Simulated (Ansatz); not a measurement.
All numbers below come from DFT PBE, scalar-relativistic, plane waves, PAW (Ansatz 0.2.0). Cutoff 420 eV, Γ-centred meshes of about 0.25 Å⁻¹ or finer for metals and 0.3 Å⁻¹ for insulators (2π included), Gaussian smearing. No spin polarisation.

All energies are static (0 K, no zero-point motion).

Two relaxed structures of Mg3Sn2N2:

A.

Space group P-3m1 (No. 164). a = 3.579 Å, b = 3.579 Å, c = 11.438 Å, α = 90.00°, β = 90.00°, γ = 120.00°
```
atom  site  symmetry       x       y       z
  Mg    2d       3m. 0.3333  0.6667  0.5847
  Mg    1a      -3m. 0.0000  0.0000  0.0000
  Sn    2d       3m. 0.6667  0.3333  0.7964
   N    2d       3m. 0.3333  0.6667  0.3891
```

B.

Space group P-3m1 (No. 164). a = 3.321 Å, b = 3.321 Å, c = 12.619 Å, α = 90.00°, β = 90.00°, γ = 120.00°
| atom | site | symmetry | x | y | z |
| --- | --- | --- | --- | --- | --- |
| Mg | 1a | -3m. | 0.0000 | 0.0000 | 0.0000 |
| Mg | 2d | 3m. | 0.6667 | 0.3333 | 0.1650 |
| Sn | 2d | 3m. | 0.3333 | 0.6667 | 0.3863 |
| N | 2d | 3m. | 0.3333 | 0.6667 | 0.1066 |

Question: Which is lower in energy, and by how much?

Answer: B is lower, by 65 meV/atom. A has space group P-3m1 (No. 164), 18.1 Å³/atom and no gap on its mesh; B has space group P-3m1 (No. 164), 17.2 Å³/atom and no gap. Counting Mg or Sn atoms around N (for each partner element, those within 1.25 times its shortest distance or 1.15 times the sum of covalent radii, where it is the nearest in units of that sum or under 1.3; a plus sign parts groups by distance over the sum of covalent radii), A has N 5 and B has N 3+3. The denser one is the lower, and pressure would at first widen the difference. In A, Mg on a site of symmetry 3m is surrounded by 3 N at 2.09 Å, 1 N at 2.24 Å and 3 Mg at 2.83 Å; Sn is surrounded by 1 N at 2.12 Å and 6 Mg at 3.11–3.18 Å; N is surrounded by 3 Mg at 2.09 Å, 1 Sn at 2.12 Å and 1 Mg at 2.24 Å; 1 more site not described. In B, Mg on a site of symmetry -3m is surrounded by 6 N at 2.34 Å and 6 Mg at 2.83 Å; around Sn lie 9 Sn at 3.32–3.45 Å, 3 Mg at 3.39 Å and 1 N at 3.53 Å; around N lie 3 Mg at 2.05 Å, 3 Mg at 2.34 Å, 9 N at 3.30–3.32 Å, 1 Mg at 3.43 Å and 1 Sn at 3.53 Å; 1 more site not described. Both come from trial cells of a structure search.

B has imaginary phonons (to 37i cm⁻¹ on its k mesh, which matters in a metal), so it may be a saddle point. Other cells relaxed within their symmetry can be saddle points.
